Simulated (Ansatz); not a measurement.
Is this Al4CoNi3 structure stable?

The cell was found from a structure generator's guess, not taken from experiment.

Method: DFT PBE, scalar-relativistic, plane waves, PAW (Ansatz 0.2.0). Plane waves to 420 eV, a 10×10×8 mesh through Γ for the 8-atom cell and 0.10 eV Gaussian smearing; collinear spin.

```xyz
8
Lattice="4.0831 0.0000 0.0000 0.0000 4.0831 0.0000 0.0000 0.0000 5.7671" Properties=species:S:1:pos:R:3 pbc="T T T"
Al    0.0000    2.0416    4.3176
Al    0.0000    2.0416    1.4495
Al    2.0416    0.0000    4.3176
Al    2.0416    0.0000    1.4495
Co    2.0416    2.0416    2.8835
Ni    0.0000    0.0000    0.0000
Ni    0.0000    0.0000    2.8835
Ni    2.0416    2.0416    0.0000
```

Formation energies are uncorrected and refer to the elements' standard structures at the same level.

Task: These tests were run: energy against the elements; random kick, then relaxation without symmetry; phonons on a 2×2×1 q mesh; elastic tensor. What do they show?

Result:

```json
{"test": "energy against the elements", "result": "−0.62 eV/atom"}
{"test": "random kick, then relaxation without symmetry", "result": "returns"}
{"test": "phonons on a 2×2×1 q mesh", "result": "no imaginary mode on the mesh"}
{"test": "elastic tensor", "result": "least eigenvalue 32 GPa"}
```

It fails none of these tests. Whether a mixture of other phases lies lower isn't tested here.

The magnetic state reached may not be the lowest. The kick test ran on a coarse mesh. The run for the phonons used a 10×10×8 k mesh and Gaussian smearing of 0.20 eV. The run for the elastic tensor used a 10×10×8 k mesh and Gaussian smearing of 0.20 eV. The cell carries site moments Ni 0.1; Co 0.6 μB.
